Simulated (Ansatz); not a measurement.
This cell of PdSb$_{2}$ (space group Pa-3) is off equilibrium:

```yaml
crystal:
  lattice:
    - [6.41610, 0.00000, 0.00000]
    - [0.00000, 6.41610, 0.00000]
    - [0.00000, 0.00000, 6.41610]
  atoms:
    - { symbol: Sb, position: [0.35606, 0.38675, 0.35361] }
    - { symbol: Sb, position: [0.64394, 0.61325, 0.64639] }
    - { symbol: Sb, position: [0.14394, 0.61325, 0.85361] }
    - { symbol: Sb, position: [0.85606, 0.38675, 0.14639] }
    - { symbol: Sb, position: [0.88969, 0.14100, 0.60786] }
    - { symbol: Sb, position: [0.11031, 0.85900, 0.39214] }
    - { symbol: Sb, position: [0.61031, 0.85900, 0.10786] }
    - { symbol: Sb, position: [0.38969, 0.14100, 0.89214] }
    - { symbol: Pd, position: [0.00000, 0.00000, 0.00000] }
    - { symbol: Pd, position: [0.50000, 0.00000, 0.50000] }
    - { symbol: Pd, position: [0.50000, 0.50000, 0.00000] }
    - { symbol: Pd, position: [0.00000, 0.50000, 0.50000] }
```

These are LDA (plane waves to 420 eV, PAW, scalar-relativistic; Ansatz, a quantum-chemistry and plane-wave program) values and carry that method's errors. k mesh 6×6×6 (Γ-centred), Fermi-Dirac smearing 0.05 eV. Compression counts positive. With partly filled bands, energies and forces of such displacements shift with the k mesh and the smearing. PdSb2 is run without spin polarisation. PdSb2 was relaxed with its symmetry unable to fall. Spin-orbit coupling is left out, though Sb is heavy.

Task: Predict the force on every atom, in eV/Å.

Result: 
```json
[
 {"atom": "Sb1", "Fx": "1.083", "Fy": "-1.035", "Fz": "1.345"},
 {"atom": "Sb2", "Fx": "-1.083", "Fy": "1.035", "Fz": "-1.345"},
 {"atom": "Sb3", "Fx": "-1.083", "Fy": "1.035", "Fz": "1.345"},
 {"atom": "Sb4", "Fx": "1.083", "Fy": "-1.035", "Fz": "-1.345"},
 {"atom": "Sb5", "Fx": "-1.409", "Fy": "-1.142", "Fz": "1.541"},
 {"atom": "Sb6", "Fx": "1.409", "Fy": "1.142", "Fz": "-1.541"},
 {"atom": "Sb7", "Fx": "1.409", "Fy": "1.142", "Fz": "1.541"},
 {"atom": "Sb8", "Fx": "-1.409", "Fy": "-1.142", "Fz": "-1.541"},
 {"atom": "Pd9", "Fx": "0.000", "Fy": "0.000", "Fz": "0.000"},
 {"atom": "Pd10", "Fx": "0.000", "Fy": "0.000", "Fz": "0.000"},
 {"atom": "Pd11", "Fx": "0.000", "Fy": "0.000", "Fz": "0.000"},
 {"atom": "Pd12", "Fx": "0.000", "Fy": "0.000", "Fz": "0.000"}
]
```

Task: What is the stress tensor (GPa)?

Result: 
```
    1.9     -0.2      0.0
   -0.2      4.5      0.0
    0.0      0.0      2.1
```
The pressure, a third of the trace, is 2.8 GPa.

(For displaced atoms, the force is minus the slope of the energy, and its curvature is a force constant, which sets phonon frequencies.)
